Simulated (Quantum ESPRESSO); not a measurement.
## W5CuNb2 (one composition in several site orders)

Simulated, not a measurement. The program is pw.x of Quantum ESPRESSO 7.5 (plane-wave density functional theory). The cell is made up: eight metal atoms on a hexagonal close-packed lattice, with elements, volume, strain and displacements drawn at random and not relaxed, so it may be unstable or far from any real phase. PseudoDojo standard norm-conserving files set the functional (PBE unless stated); there is no spin polarisation or spin-orbit coupling, the Fermi-Dirac width of 0.25 eV means electrons at about 2900 K, and the masses in the input are unused placeholders. The copper pseudopotential is less sure than most, with forces differing by about three percent and pressure by about two GPa from a second method on plain copper. Heavy elements are run without spin-orbit coupling, which real alloys of them have. A spin test at this wide smearing found no moment, but such smearing suppresses magnetism that the real alloy may have.

The runs put one composition on the sites in different orders. Cell, positions, cutoff, mesh and smearing stay as in the input of run 1; sites are counted in its order. Stress in the tables is positive in tension.

Input of run 1:

```
&control calculation='scf', pseudo_dir='./dojo.nc.sr.pbe.v0_5.standard.upf', outdir='./o', disk_io='minimal', tprnfor=.true., tstress=.true. /
&system ibrav=0, nat=8, ntyp=3, nbnd=75, ecutwfc=92.02030273, nosym=.true., tot_charge=0,
 occupations='smearing', smearing='fd', degauss=0.0183746611
/
&electrons conv_thr=1.470e-08, electron_maxstep=70, mixing_beta=0.5 /
ATOMIC_SPECIES
Cu 1.0 Cu.upf
Nb 1.0 Nb.upf
W 1.0 W.upf
CELL_PARAMETERS angstrom
2.9433 0.0422 4.6508
2.8708 -0.0776 -4.6061
-2.9377 4.9477 0.0417
ATOMIC_POSITIONS angstrom
W -0.0023 0.0611 -0.0178
Cu -1.4625 2.3958 -0.0533
W 2.9266 1.7083 -2.114
W 1.4067 4.0298 -2.1571
W 2.8825 0.0658 -0.0378
Nb 1.4365 2.4996 0.0939
Nb 2.7548 1.5946 2.3562
W 1.4624 4.1557 2.3572
K_POINTS automatic
5 5 5 1 1 1
```

| run | elements on sites 1 to 8 | free energy less that of run 1 (eV) | -TS (eV) | pressure (GPa) | stress xx (GPa) | stress yy (GPa) | stress zz (GPa) | stress yz (GPa) | stress xz (GPa) | stress xy (GPa) | iterations |
| --- | --- | --- | --- | --- | --- | --- | --- | --- | --- | --- | --- |
| 1 | W Cu W W W Nb Nb W | 0.000 | -1.747 | 0.95 | 2.77 | -0.61 | -5.01 | -1.19 | -0.46 | 2.16 | 20 |
| 2 | W Cu W W Nb W W Nb | 0.259 | -1.795 | 1.52 | 1.71 | -0.12 | -6.14 | -1.30 | -0.33 | 2.12 | 20 |
| 3 | W Cu W W Nb Nb W W | 0.118 | -1.770 | 1.29 | 2.64 | -0.33 | -6.19 | -1.21 | -0.66 | 1.95 | 20 |
| 4 | Nb W W W Nb W W Cu | -0.057 | -1.725 | 1.39 | -0.74 | 1.66 | -5.10 | -0.67 | -0.14 | 1.36 | 20 |
| 5 | W W W W Nb Cu Nb W | 0.163 | -1.812 | 1.18 | 2.61 | 0.09 | -6.23 | 1.20 | 0.22 | 1.44 | 20 |
| 6 | W W W Nb W Nb W Cu | -0.050 | -1.678 | 1.37 | -0.52 | 1.58 | -5.15 | -1.12 | -0.15 | 0.90 | 20 |

Forces Fx Fy Fz (eV/Å):

| site | run 1 | run 2 | run 3 | run 4 | run 5 | run 6 |
| --- | --- | --- | --- | --- | --- | --- |
| 1 | 0.85 -0.30 1.21 | 0.76 0.05 0.66 | 0.62 -0.17 0.64 | 0.85 -0.79 0.89 | -0.11 -0.67 1.60 | 0.68 -0.18 0.46 |
| 2 | 0.15 0.80 1.05 | 0.18 0.75 1.17 | 0.15 0.79 1.00 | 0.66 1.44 1.16 | 0.36 0.78 1.84 | 0.63 1.07 0.66 |
| 3 | -1.20 -0.25 -1.35 | -1.01 -0.17 -1.81 | -1.04 -0.22 -1.85 | -0.91 -0.11 -1.78 | -1.59 0.46 -2.10 | -0.61 -1.07 -1.47 |
| 4 | -0.23 -0.28 -1.90 | -0.17 -0.51 -1.60 | -0.26 -0.37 -2.04 | -0.41 -0.20 -1.33 | -0.44 -0.39 -0.90 | -0.65 0.12 -1.79 |
| 5 | -0.55 -0.76 0.18 | -0.60 -0.55 0.91 | -0.47 -0.77 0.83 | -0.25 -1.40 1.12 | 0.45 -1.28 0.97 | -0.33 -0.75 1.04 |
| 6 | -0.45 -0.13 0.09 | -0.19 -0.52 -0.15 | -0.31 -0.14 0.21 | -0.43 0.56 0.73 | -0.20 0.07 -0.02 | -0.50 0.47 1.39 |
| 7 | 1.22 0.07 -0.02 | 0.68 0.24 0.29 | 0.96 0.13 0.52 | 0.52 0.33 -0.76 | 1.45 0.45 -0.36 | 0.83 -0.14 -0.42 |
| 8 | 0.21 0.85 0.76 | 0.35 0.71 0.52 | 0.35 0.74 0.70 | -0.03 0.17 -0.02 | 0.08 0.57 -1.04 | -0.03 0.48 0.13 |

The sites are displaced and not relaxed, so the energy differences mix bonding between neighbours with strain and are not ordering energies. A rerun of one cell of this series at a higher cutoff and on a denser mesh moved values by no more than 0.003 eV in energy, 0.04 GPa in stress and 0.009 eV/Å in force, and a second program with other atomic files agreed on that cell to 2 % rms in force and 0.5 GPa in pressure.